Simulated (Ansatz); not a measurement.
Input file for Ansatz (a program for electronic structure):

Ansatz 0.2 input:
```yaml
crystal:
  lattice:
    - [1.3415759092, 0.7745592123, 4.3914726555]
    - [-1.3415759092, 0.7745592123, 4.3914726555]
    - [0.0, -1.5491184247, 4.3914726555]
  atoms:
    - { symbol: Ru, position: [0.5, 0.5, 0.5] }
    - { symbol: Ir, position: [0.0, 0.0, 0.0] }
kpoints:
  mp_grid: { grid: [13, 13, 13] }
  band_path:
    path:
      - [[0.0, 0.0, 0.0], [0.5, 0.5, 0.5], [0.8125938648, 0.1874061352, 0.5]]  # Γ-T-H_2
      - [[0.5, -0.1874061352, 0.1874061352], [0.5, 0.0, 0.0], [0.0, 0.0, 0.0], [0.3437030676, -0.3437030676, 0.0]]  # H_0-L-Γ-S_0
      - [[0.6562969324, 0.0, 0.3437030676], [0.5, 0.0, 0.5], [0.0, 0.0, 0.0]]  # S_2-F-Γ
    npoints: 10
basis: { xc_grid: 2 }
hamiltonian:
  xc: pbesol
  pseudopotentials: { kind: paw }
magnetization: { noncollinear: true, spin_orbit: true }
scf:
  n_extra_bands: 13
  convergence: { dr2_threshold: 0.0000000001 }
  occupations: { method: gaussian, width: 0.05 }
output: { eigenvalues: true }
```

Output (shortened):

```
basis.fft_grid_basis auto: the FFT boxes are laid along the combinations [[1, 0, -1], [0, 1, -1], [0, 0, 1]] of the cell's own vectors, 2.683, 2.683 and 4.657 …
Pseudopotential: Ru, paw_fr, valence charge 16
Pseudopotential: Ir, paw_fr, valence charge 17
Functional definition: PBEsol
non-collinear run that drives no moment, with spin-orbit …
Crystal: 2 atoms, lattice volume = 27.380 Å³
Basis set: ecut = 420 eV, 549 PW (Γ), FFT grids on a1−a3, a2−a3, a3, exchange–correlation on 36×36×64 points (8 copies of the dense FFT grid, shifted against one another)
Bands: 46, of which v1, the nominal top of the filled ones, is band 33 counted from 1 (32 counted from 0)
Symmetry: 12 space group operations + 12 with time reversal
k-points: 231 of 2197
Projection manifold: j_resolved (fully-relativistic pseudo-atomic orbitals)
SCF iter   1: F=—  HF=-17649.653981 eV  |F-HF|=—  |Δ(HF+E_count)|=         —  Δρ=1.36e-1  dr2=7.96e0  dr2_m=0.00e0 (ungated)  ethr=3.10e-3  |M|=0.00e0 ∫|m|=0.00e0 μB  |m|>n=0.0e0 m-floor=0.0e0 τ_xc=0.0e0  β_m=0.30  ⟨swp⟩=6.7  Hψ=23459  notcnv=0  defer=196
preconditioner: auto → none
SCF iter   2: F=—  HF=-17648.684996 eV  |F-HF|=—  |Δ(HF+E_count)|=   9.69e-1  Δρ=6.33e-2  dr2=1.03e0  dr2_m=0.00e0 (ungated)  ethr=3.10e-3  |M|=0.00e0 ∫|m|=0.00e0 μB  |m|>n=0.0e0 m-floor=0.0e0 τ_xc=0.0e0  β_m=0.37  ⟨swp⟩=2.4  Hψ=8430  notcnv=0  defer=1584
SCF iter   3: F=—  HF=-17648.511947 eV  |F-HF|=—  |Δ(HF+E_count)|=   1.73e-1  Δρ=5.06e-2  dr2=1.69e0  dr2_m=0.00e0 (ungated)  ethr=3.10e-3  |M|=0.00e0 ∫|m|=0.00e0 μB  |m|>n=0.0e0 m-floor=0.0e0 τ_xc=0.0e0  β_m=0.31  ⟨swp⟩=2.0  Hψ=7316  notcnv=0  defer=1568
SCF iter   4: F=—  HF=-17648.362985 eV  |F-HF|=—  |Δ(HF+E_count)|=   1.49e-1  Δρ=1.80e-2  dr2=7.62e-2  dr2_m=0.00e0 (ungated)  ethr=3.10e-3  |M|=0.00e0 ∫|m|=0.00e0 μB  |m|>n=0.0e0 m-floor=0.0e0 τ_xc=0.0e0  β_m=0.46  ⟨swp⟩=2.0  Hψ=6775  notcnv=0  defer=1562
SCF iter   5: F=—  HF=-17648.367471 eV  |F-HF|=—  |Δ(HF+E_count)|=   4.49e-3  Δρ=7.08e-3  dr2=2.17e-2  dr2_m=0.00e0 (ungated)  ethr=2.31e-4  |M|=0.00e0 ∫|m|=0.00e0 μB  |m|>n=0.0e0 m-floor=0.0e0 τ_xc=0.0e0  β_m=0.44  ⟨swp⟩=2.1  Hψ=7958  notcnv=0  defer=1562
SCF iter   6: F=—  HF=-17648.365407 eV  |F-HF|=—  |Δ(HF+E_count)|=   2.06e-3  Δρ=2.27e-3  dr2=2.09e-3  dr2_m=0.00e0 (ungated)  ethr=6.57e-5  |M|=0.00e0 ∫|m|=0.00e0 μB  |m|>n=0.0e0 m-floor=0.0e0 τ_xc=0.0e0  β_m=0.51  ⟨swp⟩=1.0  Hψ=4534  notcnv=0  defer=1562
SCF iter   7: F=—  HF=-17648.365241 eV  |F-HF|=—  |Δ(HF+E_count)|=   1.66e-4  Δρ=2.77e-4  dr2=8.39e-6  dr2_m=0.00e0 (ungated)  ethr=6.33e-6  |M|=0.00e0 ∫|m|=0.00e0 μB  |m|>n=0.0e0 m-floor=0.0e0 τ_xc=0.0e0  β_m=0.70  ⟨swp⟩=1.9  Hψ=5800  notcnv=0  defer=1562
SCF iter   8: F=—  HF=-17648.365251 eV  |F-HF|=—  |Δ(HF+E_count)|=   9.65e-6  Δρ=6.63e-5  dr2=1.23e-6  dr2_m=0.00e0 (ungated)  ethr=2.54e-8  |M|=0.00e0 ∫|m|=0.00e0 μB  |m|>n=0.0e0 m-floor=0.0e0 τ_xc=0.0e0  β_m=0.66  ⟨swp⟩=2.0  Hψ=8134  notcnv=0  defer=1562
SCF iter  12: F=-17648.365251 eV  HF=-17648.365251 eV  |F-HF|=3.64e-11  |Δ(HF+E_count)|=  3.64e-12  Δρ=3.27e-7  dr2=3.87e-11  dr2_m=0.00e0 (ungated)  ethr=1.00e-12  |M|=0.00e0 ∫|m|=0.00e0 μB  |m|>n=0.0e0 m-floor=0.0e0 τ_xc=0.0e0  ⟨swp⟩=8.0  Hψ=17365  notcnv=0
SCF 1 converged in 12 iterations: F = -17648.365251 eV  dr2 = 3.87e-11
NSCF: frozen V_eff on 73 k-points
SCF converged after 12 iterations
Magnetization: |M| = 0.0000 μB,  M = (+0.0000, +0.0000, +0.0000) μB
Absolute magnetization: 0.0000 μB (∫|m|)
  site 0: m = (+0.0000, +0.0000, +0.0000) μB, |m| = 0.0000 μB  (R = 1.11 Å)
  site 1: m = (+0.0000, +0.0000, +0.0000) μB, |m| = 0.0000 μB  (R = 1.11 Å)
Free energy (F): -17648.365251 eV
Harris-Foulkes:  -17648.365251 eV  (|F-HF|=3.64e-11)
Internal energy: -17648.363090 eV  (E = F + TS)
E sigma→0 (E₀):  -17648.364170 eV
Entropy (-TS):   -0.002161 eV (-1.081 meV/atom)
Fermi energy:    24.905377 eV
--- Per-component energies (eV) ---
  E_band       = -134.933123
  E_kinetic    = 1136.747742
  E_local      = -2294.253232  (includes V_loc(G=0)·N_el)
  E_nonlocal   = 412.372976
  E_hartree    = 801.516781
  E_xc         = -456.176332
  E_vxc        = -538.770740  (∫ρ·V_xc dr)
  E_paw        = -12514.206524  (= ΣΔE_a)
  E_vpaw       = -454.063375  (= ΣTr[D̂ρ^β])
  E_aug_tail   = -0.000146  (compensation charges beyond the density's cutoff)
  E_ewald      = -4734.889550
  E_core_change = 0.525196  (= ΣΔE_core)
  E_smearing   = -0.002161  (= −TS)
  E_closure    = 0.000000  (closes the sum)
  Σ components = -17648.365251   (vs F -17648.365251, Δ=0.00e0)
  [band-id]    e_kinetic+e_local+e_nonlocal+2·e_hartree+e_vxc+e_vpaw+e_augmentation_tail = -134.933213   (vs E_band -134.933123, Δ=-9.02e-5)
--- Band table (eV; the first three rows and the last of 231) ---
  k-point 0: bands = ["-67.7637", "-67.7637", "-48.0685", "-48.0685", "-34.5496", "-34.5496", "-21.0728", "-21.0728", "-20.7099", "-20.7099", "-20.1355", "-20.1355", "-16.8605", "-16.8605", "-16.5366", "-16.5366", "14.7942", "14.7942", "17.8362", "17.8362", …
  k-point 1: bands = ["-67.7607", "-67.7607", "-48.0618", "-48.0618", "-34.5574", "-34.5574", "-21.0742", "-21.0742", "-20.7413", "-20.7413", "-20.1519", "-20.1519", "-16.8714", "-16.8714", "-16.5681", "-16.5681", "15.0436", "15.0436", "18.0319", "18.0319", …
  k-point 2: bands = ["-67.7524", "-67.7524", "-48.0431", "-48.0431", "-34.5792", "-34.5792", "-21.0832", "-21.0832", "-20.8222", "-20.8222", "-20.1982", "-20.1982", "-16.9070", "-16.9070", "-16.6478", "-16.6478", "15.7464", "15.7464", "18.5573", "18.5573", …
  k-point 230: bands = ["-67.7607", "-67.7607", "-48.0626", "-48.0626", "-34.5555", "-34.5555", "-20.9940", "-20.9940", "-20.7428", "-20.7428", "-20.2092", "-20.2092", "-16.9165", "-16.9165", "-16.5694", "-16.5694", "16.2360", "16.2360", "18.6248", "18.6248", …
```

Cost: very roughly 50 core-seconds on shared cores.

Space group R-3m. The first step of the workflow began from a Materials Project structure, measured or hypothetical; the Crystallography Open Database copy checked does not list it. With Ru and Ir taken as one species the cell has the higher symmetry Fm-3m, so it may be an ordered model of a mixed-site phase. Whether it is the stable phase at ambient conditions was not checked. The cell was relaxed with PBEsol under the symmetry of its start; whether a distortion lowers the energy is not shown. No spin polarisation was allowed.

Potentials: the later of the program's two PAW sets.

Ansatz is a plane-wave DFT program.
